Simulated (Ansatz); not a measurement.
The elements of this relaxed trial crystal are hidden behind letters.

```
lattice vectors (Å)
  -3.1176    3.3207    3.3601
   3.1176   -3.3207    3.3601
   3.1176    3.3207   -3.3601
fractional positions
X 0.0000 0.5000 0.5000
X 0.5000 0.7506 0.2506
X 0.5000 0.2494 0.7494
Z 0.0000 0.0000 0.0000
Q 0.8169 0.7835 0.6004
Q 0.8169 0.2165 0.0334
Q 0.7097 0.7097 0.0000
Q 0.6990 0.1990 0.5000
Q 0.2903 0.2903 0.0000
Q 0.3010 0.8010 0.5000
Q 0.1831 0.7835 0.9666
Q 0.1831 0.2165 0.3996
```

The calculation used DFT PBE, scalar-relativistic, plane waves, PAW (Ansatz). Plane waves to 420 eV, a 6×6×6 mesh through Γ for the 12-atom cell and 0.02 eV Gaussian smearing; no spin polarisation.

| Property | Result |
| --- | --- |
| Space group | Immm (No. 71) |
| Conventional cell | a = 6.235 Å, b = 6.641 Å, c = 6.720 Å |
| Volume per atom | 11.60 Å³ |
| Density | 8.25 g/cm³ |
| Energy over the elements | −3.118 eV/atom |
| Gap on the 6×6×6 mesh of the 12-atom cell | 2.70 eV |

Energies are uncorrected and count from the elements' standard states at the same level.

Problem. X is a d-block element of period 6, Z is a p-block element of period 3 and Q is a p-block element of period 2. Which elements are they?

Solution. X = Hf, Z = Si, Q = O, so the formula is Hf3SiO8. Density times volume gives a mean mass of 8.25 × 11.60/1.6605 = 57.6 u per atom, and this set has 57.6 u. Hf on a site of symmetry mmm has 2 O at 2.02 Å, 4 O at 2.15 Å and 2 Si at 3.12 Å; Si is surrounded by 4 O at 1.82 Å, 2 O at 1.95 Å and 2 Hf at 3.12 Å; around O on a site of symmetry m lie 1 Si at 1.82 Å and 2 Hf at 2.11–2.15 Å; 3 more sites not described. Other sets within the hints have nearly the same mass, so mass alone doesn't settle it; this one was computed.

These runs have no spin–orbit coupling, which can matter for Hf. Kohn–Sham gaps at this level usually fall short of measured ones. A structure relaxed within its symmetry needn't be a true minimum.
